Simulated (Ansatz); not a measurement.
## Elastic constants of KSrCl3 at -1.2 GPa (stress–strain coefficients): input and output

Level of theory: DFT LDA, scalar-relativistic, plane waves, PAW in Ansatz.

Launched with:
```bash
ansatz run input.yaml --threads 1 --pin off --max-ram 1228MiB --backend cpu --events-out ev --progress --plain --runs-dir out
```

Input (bare energies are in eV):
```yaml
crystal:
  lattice:
    - [5.583, 0.0, 0.0]
    - [0.0, 5.583, 0.0]
    - [0.0, 0.0, 5.583]
  atoms:
    - { symbol: K, position: [0.0, 0.0, 0.0] }
    - { symbol: Sr, position: [0.5, 0.5, 0.5] }
    - { symbol: Cl, position: [0.5, 0.5, 0.0] }
    - { symbol: Cl, position: [0.5, 0.0, 0.5] }
    - { symbol: Cl, position: [0.0, 0.5, 0.5] }
basis:
  ecutwfc: 420
kpoints:
  mp_grid: { grid: [4, 4, 4] }
hamiltonian:
  xc: lda
scf:
  occupations: { method: fixed }
output:
  forces: true
  stress: true
  eigenvalues: true
elastic:
  mode: relaxed_ion
  stencil: two_point
```

From the output:
```
--- Elastic constants: 2 strain directions × 2 members + reference (group order 48) ---
  dense FFT box of the reference and of every strained cell: 40×40×40
  strains applied: 11, 23; error gains: componentwise 1.00 (the most a stress slope's error grows in a printed constant), spectral 1.73 (1 for all six strains in a standard setting)
  C = ∂σ_k/∂η_j (tension-positive GPa; Voigt order 11 22 33 23 13 12):
        53.338      4.080      4.080     -0.000     -0.000     -0.000
         4.080     53.338      4.080     -0.000     -0.000     -0.000
         4.080      4.080     53.338     -0.000     -0.000     -0.000
        -0.000     -0.000     -0.000      4.094      0.000      0.000
         0.000      0.000     -0.000     -0.000      4.094     -0.000
         0.000     -0.000      0.000      0.000      0.000      4.094
  reference stress σ⁰ (GPa):      1.235      1.235      1.235     -0.000     -0.000     -0.000
  C* (energy form; C + prestress term) asymmetry max|C*_kj − C*_jk| = 3.553e-15 GPa — a small one proves nothing (zero by symmetry where the batch's group is 432, −43m or m−3m); a large one is finite-difference/SCF noise where every solve ...
  moduli (Voigt/Reuss/Hill, GPa): K = 20.50/20.50/20.50   G = 12.31/6.14/9.23   E = 24.07   ν = 0.304
  mechanically stable: yes (min eigenvalue of sym C = 4.09 GPa)
  strain η (Voigt 11):  stress-route row diagonal C_11 = 53.34 GPa, energy-path curvature d²(F+E_count+ΔE)/dδ²/Ω₀ = 53.34 GPa
         δ    σ_11 (GPa) F (eV) n_scf n_hpsi n_pw
    -2.000e-3       1.1273       -8083.5474135       9    9527   3432   relax 0 steps, max|allowed force component| 1.89e-30 eV/Å
     2.000e-3       1.3406       -8083.5420470       5    6385   3448   relax 0 steps, max|allowed force component| 2.21e-30 eV/Å
  strain η (Voigt 23):  stress-route row diagonal C_44 = 4.09 GPa, energy-path curvature d²(F+E_count+ΔE)/dδ²/Ω₀ = 3.48 GPa
         δ    σ_23 (GPa) F (eV) n_scf n_hpsi n_pw
    -2.000e-3      -0.0082       -8083.5448380       7    9272   3448   relax 0 steps, max|allowed force component| 5.01e-30 eV/Å
     2.000e-3       0.0082       -8083.5448380       5    6834   3448   relax 0 steps, max|allowed force component| 4.73e-30 eV/Å
```

The cell is the ideal cubic perovskite prototype; whether it is the stable structure of this composition wasn't checked.

Symmetry holds off the tilts and polar distortions that many cubic perovskites undergo.